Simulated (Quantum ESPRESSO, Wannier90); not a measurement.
MoP (P-6m2), plane waves to Wannier functions

```xyz
2
Lattice="3.2348 0.0000 0.0000 -1.6174 2.8014 0.0000 0.0000 0.0000 3.1823" Properties=species:S:1:pos:R:3 pbc="T T T"
Mo     0.0000     0.0000     0.0000
P      1.6174    -0.9338     1.5911
```

Materials Project entry mp-219; symmetrised, unrelaxed at this level. COD (Crystallography Open Database) has an entry of this formula and space group (matched by these alone). Computed values, not measurements, from PBEsol: Quantum ESPRESSO (norm-conserving PseudoDojo potentials, cutoff 64 Ry, no spin polarisation, no spin-orbit coupling) on a Γ-centred 12×12×10 mesh, then Wannier90. Density: 12×12×10 mesh, cold smearing 0.01 Ry.

Band 5 is isolated and gives one Wannier function a cell (P2 3s 62 %, Mo1 4d 18 %, Mo1 5s 14 %; spread 1.91 Å²). Its on-site energy is ε = -11.601 eV relative to the Fermi level, and its hoppings t(R) = t(−R) to the nearer images are (images within this range that aren't listed have |t| under 5 meV):

```
R (lattice vectors; −R alike)  distance (Å)  t (eV)
-----------------------------  ------------  ------
0 0 1                                  3.18  -0.233
0 1 0                                  3.23  -0.224
1 0 0                                  3.23  -0.224
1 1 0                                  3.23  -0.224
0 1 -1                                 4.54  -0.070
0 1 1                                  4.54  -0.070
1 0 -1                                 4.54  -0.070
1 0 1                                  4.54  -0.070
1 1 -1                                 4.54  -0.070
1 1 1                                  4.54  -0.070
1 -1 0                                 5.60   0.021
1 2 0                                  5.60   0.021
2 1 0                                  5.60   0.021
```

Work out the band energy at Γ, M, K, A from these numbers.

For one orbital E(k) = ε + Σ_R 2 t(R) cos(2π k·R), the sum over the listed R.
- Γ, k = (0.000, 0.000, 0.000): E = -11.601 + (-0.233)·(2.00) + (-0.224)·(6.00) + (-0.070)·(12.00) + (0.021)·(6.00) = -14.13 eV; pw.x: -13.89 eV
- M, k = (0.500, 0.000, 0.000): E = -11.601 + (-0.233)·(2.00) + (-0.224)·(-2.00) + (-0.070)·(-4.00) + (0.021)·(-2.00) = -11.38 eV; pw.x: -11.28 eV
- K, k = (0.333, 0.333, 0.000): E = -11.601 + (-0.233)·(2.00) + (-0.224)·(-3.00) + (-0.070)·(-6.00) + (0.021)·(6.00) = -10.85 eV; pw.x: -10.85 eV
- A, k = (0.000, 0.000, 0.500): E = -11.601 + (-0.233)·(-2.00) + (-0.224)·(6.00) + (-0.070)·(-12.00) + (0.021)·(6.00) = -11.51 eV; pw.x: -11.41 eV

At these points the listed shells miss the plane-wave band by up to 0.24 eV, of a width of 3.11 eV on the path. With all its hoppings the model misses the band by 1.6 meV at worst on the whole path, so most of the miss comes from the hoppings not listed.
